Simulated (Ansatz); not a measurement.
Mo₃Ir:
```xyz
4
Lattice="3.9140 0.0000 0.0000 0.0000 3.9140 0.0000 0.0000 0.0000 3.9140" Properties=species:S:1:pos:R:3 pbc="T T T"
Mo     0.0000     1.9570     1.9570
Mo     1.9570     1.9570     0.0000
Mo     1.9570     0.0000     1.9570
Ir     0.0000     0.0000     0.0000
```

Relaxed with PBEsol. Special points in fractions of this cell's reciprocal vectors: Γ (0.000, 0.000, 0.000); X (0.000, 0.500, 0.000); M (0.500, 0.500, 0.000); R (0.500, 0.500, 0.500).

### Question
List the band energies nearest the Fermi level at these points for PBEsol with spin–orbit coupling (plane waves, PAW; program Ansatz).

### Answer
In eV from the Fermi level; about four levels below and three above (degenerate sets whole), none deeper than 8.9 eV; points with the same levels are listed once.

| k | below | above |
|---|---|---|
| Γ | -1.67 -1.67 -1.67 -1.67 -1.34 -1.34 | 1.04 1.04 1.04 1.04 |
| X | -1.83 -1.83 -0.12 -0.12 | 0.24 0.24 0.39 0.39 |
| M | -2.02 -2.02 -1.73 -1.73 | 0.47 0.47 0.48 0.48 0.48 0.48 |
| R | -1.15 -1.15 -1.15 -1.15 -1.04 -1.04 | 0.46 0.46 1.19 1.19 1.19 1.19 |

Space group Pm-3m (Cu3Au type). The cell is a constructed one: a structure type filled with these elements; neither database checked (COD, Materials Project) lists it. Whether it is the stable phase at ambient conditions was not checked. The PBEsol relaxation kept the symmetry of its start; whether a distortion lowers the energy is not shown. The run is not spin-polarised.

Potentials: the earlier of the program's two PAW sets. The files were generated under PBE; for other functionals the program regenerates the frozen cores, and for LDA and PBEsol the local potential too.
